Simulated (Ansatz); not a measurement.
TiPt3:
```
TiPt3
1.0
    5.55165     0.00000     0.00000
   -2.77582     4.80787     0.00000
    0.00000     0.00000     9.03480
Ti Pt
4 12
Direct
  0.00000   0.00000   0.00000
  0.00000   0.00000   0.50000
  0.66667   0.33333   0.75000
  0.33333   0.66667   0.25000
  0.50000   0.00000   0.00000
  0.50000   0.50000   0.50000
  0.00000   0.50000   0.00000
  0.50000   0.00000   0.50000
  0.50000   0.50000   0.00000
  0.00000   0.50000   0.50000
  0.66630   0.83315   0.75000
  0.33370   0.16685   0.25000
  0.83315   0.66630   0.25000
  0.16685   0.33370   0.75000
  0.16685   0.83315   0.75000
  0.83315   0.16685   0.25000
```

Relaxed with r²SCAN. Special points in fractions of this cell's reciprocal vectors: Γ (0.000, 0.000, 0.000); M (0.500, 0.000, 0.000); K (0.333, 0.333, 0.000); A (0.000, 0.000, 0.500); L (0.500, 0.000, 0.500); H (0.333, 0.333, 0.500).

List the band energies nearest the Fermi level at these points for plane-wave PAW r²SCAN (Ansatz code).

In eV from the Fermi level; about four levels below and three above (degenerate sets whole), none deeper than 8.9 eV; points with the same levels are listed once.

```json
[
 {"k": "Γ", "below": "-0.26 -0.26 -0.22 -0.22 -0.17", "above": "0.02 0.03 0.03"},
 {"k": "M", "below": "-1.12 -1.09 -0.32 -0.17", "above": "0.07 0.16 0.37"},
 {"k": "K", "below": "-1.15 -1.15 -0.67 -0.08", "above": "0.46 0.48 0.63"},
 {"k": "A", "below": "-0.35 -0.35 -0.26 -0.26", "above": "0.00 0.00 0.80 0.80 0.80 0.80"},
 {"k": "L", "below": "-0.97 -0.97 -0.07 -0.07", "above": "0.04 0.04 0.29 0.29"},
 {"k": "H", "below": "-1.11 -1.11 -0.56 -0.56", "above": "0.47 0.47 0.47 0.47"}
]
```

Space group P6_3/mmc. The workflow started from a Materials Project entry (that database holds measured and hypothetical structures alike); the Crystallography Open Database copy checked does not list it. COD files the formula under space group No. 164, 221. Its standing as an ambient phase is unchecked. Symmetry was held in the r²SCAN relaxation; whether a distortion lowers the energy is not shown. No spin polarisation was allowed. Spin–orbit coupling is left out wherever it is not named.

Potentials: the later of the program's two PAW sets.
